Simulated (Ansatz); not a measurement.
A relaxation computed with Ansatz, from input to last step.

```yaml
crystal:
  lattice:
    - [6.5692076068, 0.0, 0.0]
    - [-3.2846038034, 5.6891006703, 0.0]
    - [0.0, 0.0, 3.8864060392]
  atoms:
    - { symbol: Zr, position: [0.4159489532, 0.4159489532, 0.0] }
    - { symbol: Zr, position: [0.5840510468, 0.0, 0.0] }
    - { symbol: Zr, position: [0.0, 0.5840510468, 0.0] }
    - { symbol: P, position: [0.6666666667, 0.3333333333, 0.5] }
    - { symbol: P, position: [0.3333333333, 0.6666666667, 0.5] }
    - { symbol: P, position: [0.0, 0.0, 0.0] }
    - { symbol: Ru, position: [0.7554865466, 0.7554865466, 0.5] }
    - { symbol: Ru, position: [0.2445134534, 0.0, 0.5] }
    - { symbol: Ru, position: [0.0, 0.2445134534, 0.5] }
basis:
  ecutwfc: 500
kpoints:
  mp_grid: { grid: [6, 6, 10] }
hamiltonian:
  xc: r2scan
scf:
  occupations: { method: gaussian, width: 0.1 }
output:
  forces: true
  stress: true
  eigenvalues: true
  write_density: true
  write_potential: true
  elf: true
  volumetric_format: npy
relax:
  adjacent_minimum: "off"
  f_tol: 0.01
  max_steps: 30
  cell: { stress_tol: 0.1, fix: [volume] }
```

```bash
ansatz run input.yaml --threads 2 --pin off --max-ram 5120MiB --backend cpu --events-out ev --progress --plain --runs-dir out
```

The calculation used DFT r2SCAN, scalar-relativistic, plane waves, PAW (Ansatz).

The volume is held at 1.06 times that of the relaxed cell.

Of 4 frames 3 are shown, positions in Å and forces in eV/Å; the SCF threshold varies from step to step. Steps run on the plane waves of an earlier cell, with a Pulay correction in the pressure. The basis is chosen afresh for the last frame, the zero of the energies, and at times for earlier ones too; energy and pressure step there, also at an unchanged geometry. The mark taken_back stands on steps that the optimiser undid.

```xyz
9
Lattice="6.5692 0.0000 0.0000 -3.2846 5.6891 0.0000 0.0000 0.0000 3.8864" Properties=species:S:1:pos:R:3:forces:R:3 pbc="T T T" step=1 free_energy_over_end_meV_per_atom=0.04 pressure_GPa=-11.36
Zr    1.3662    2.3664    0.0000   -0.0162   -0.0280    0.0000
Zr    3.8368    0.0000    0.0000    0.0324    0.0000    0.0000
Zr   -1.9184    3.3227    0.0000   -0.0162    0.0280    0.0000
P     3.2846    1.8964    1.9432    0.0000    0.0000    0.0000
P     0.0000    3.7927    1.9432    0.0000    0.0000    0.0000
P     0.0000    0.0000    0.0000    0.0000    0.0000    0.0000
Ru    2.4815    4.2980    1.9432    0.0228    0.0395    0.0000
Ru    1.6063    0.0000    1.9432   -0.0456    0.0000    0.0000
Ru   -0.8031    1.3911    1.9432    0.0228   -0.0395    0.0000
9
Lattice="6.5664 0.0000 0.0000 -3.2832 5.6867 0.0000 0.0000 0.0000 3.8897" Properties=species:S:1:pos:R:3:forces:R:3 pbc="T T T" step=2 free_energy_over_end_meV_per_atom=0.04 pressure_GPa=-11.31 taken_back
Zr    1.3620    2.3591    0.0000    0.0186    0.0323    0.0000
Zr    3.8424    0.0000    0.0000   -0.0373    0.0000    0.0000
Zr   -1.9212    3.3276    0.0000    0.0186   -0.0323    0.0000
P     3.2832    1.8956    1.9448    0.0000    0.0000    0.0000
P     0.0000    3.7911    1.9448    0.0000    0.0000    0.0000
P     0.0000    0.0000    0.0000    0.0000    0.0000    0.0000
Ru    2.4821    4.2991    1.9448   -0.0119   -0.0205    0.0000
Ru    1.6023    0.0000    1.9448    0.0237    0.0000    0.0000
Ru   -0.8011    1.3876    1.9448   -0.0119    0.0205    0.0000
9
Lattice="6.5693 0.0000 0.0000 -3.2846 5.6891 0.0000 0.0000 0.0000 3.8863" Properties=species:S:1:pos:R:3:forces:R:3 pbc="T T T" step=4 free_energy_over_end_meV_per_atom=0.00 pressure_GPa=-11.33
Zr    1.3645    2.3633    0.0000   -0.0006   -0.0010    0.0000
Zr    3.8403    0.0000    0.0000    0.0012    0.0000    0.0000
Zr   -1.9202    3.3258    0.0000   -0.0006    0.0010    0.0000
P     3.2846    1.8964    1.9432    0.0000    0.0000    0.0000
P     0.0000    3.7928    1.9432    0.0000    0.0000    0.0000
P     0.0000    0.0000    0.0000    0.0000    0.0000    0.0000
Ru    2.4826    4.2999    1.9432    0.0035    0.0061    0.0000
Ru    1.6041    0.0000    1.9432   -0.0071    0.0000    0.0000
Ru   -0.8021    1.3892    1.9432    0.0035   -0.0061    0.0000
```

It took 3.9 min on 2 threads of Intel(R) Xeon(R) Processor @ 2.50GHz (Skylake/Cascade Lake), with other jobs on the host, peak memory 0.91 GiB.